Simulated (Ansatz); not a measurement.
Consider the following.

YHSe in space group P-6m2 (No. 187; Y on 1a, H on 1c, Se on 1f), a = b = 3.7637 Å, c = 3.8146 Å, α = β = 90.00°, γ = 120.00°.

This is the LDA-relaxed structure.

### Question
All from DFT-LDA in the program Ansatz with PAW potentials, unless another level is named. Give the zero-point energy.

### Answer
83.9 meV/atom.

### Question
And the Debye temperature from the elastic constants?

### Answer
465 K.

### Question
Next, the highest zone-centre frequency (without LO–TO term)?

### Answer
1141 cm⁻¹.

The first step of the workflow began from a Materials Project structure, measured or hypothetical; the Crystallography Open Database copy checked does not list it. Its standing as an ambient phase is unchecked. Symmetry was held in the LDA relaxation; phonons on a q-mesh show no instability. No spin polarisation was allowed.

Potentials: the later of the program's two PAW sets.
